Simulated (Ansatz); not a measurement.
Ca₆Sb₂PN:
```xyz
10
Lattice="0.0000 5.0955 5.0955 5.0955 0.0000 5.0955 5.0955 5.0955 0.0000" Properties=species:S:1:pos:R:3 pbc="T T T"
Ca     7.4966     5.0955     5.0955
Ca     2.6943     5.0955     5.0955
Ca     5.0955     7.4966     5.0955
Ca     5.0955     2.6943     5.0955
Ca     5.0955     5.0955     7.4966
Ca     5.0955     5.0955     2.6943
Sb     2.5477     2.5477     2.5477
Sb     7.6432     7.6432     7.6432
P      0.0000     0.0000     0.0000
N      5.0955     5.0955     5.0955
```

Relaxed with r²SCAN. Special points in fractions of this cell's reciprocal vectors: Γ (0.000, 0.000, 0.000); X (0.500, 0.000, 0.500); U (0.625, 0.250, 0.625); K (0.375, 0.375, 0.750); L (0.500, 0.500, 0.500); W (0.500, 0.250, 0.750).

### Question
List the band energies nearest the valence-band maximum at these points for r²SCAN (plane waves, PAW; program Ansatz).

### Answer
In eV from the valence-band maximum; about four levels below and three above (degenerate sets whole), none deeper than 8.9 eV; points with the same levels are listed once.

```json
[
 {"k": "Γ", "below": "-1.63 -1.63 -1.63 0.00 0.00 0.00", "above": "0.97 0.97 1.72 1.72 1.72"},
 {"k": "X", "below": "-1.10 -1.10 -1.10 -1.10", "above": "1.92 2.14 2.39"},
 {"k": "U", "below": "-1.22 -1.13 -1.12 -1.03", "above": "2.24 2.25 2.53"},
 {"k": "L", "below": "-1.42 -1.42 -1.23 -0.97 -0.97", "above": "2.34 2.34 2.39 2.39"},
 {"k": "W", "below": "-1.17 -1.12 -1.12 -1.08", "above": "2.31 2.31 2.57 2.57"}
]
```

Space group Fm-3m. The start of the workflow was typed in or built on a structure type; neither database checked (COD, Materials Project) lists it. Whether it is the stable phase at ambient conditions was not checked. Symmetry was held in the r²SCAN relaxation; its stability against distortions is not shown here. Spin–orbit coupling is left out wherever it is not named.

Potentials: the later of the program's two PAW sets.
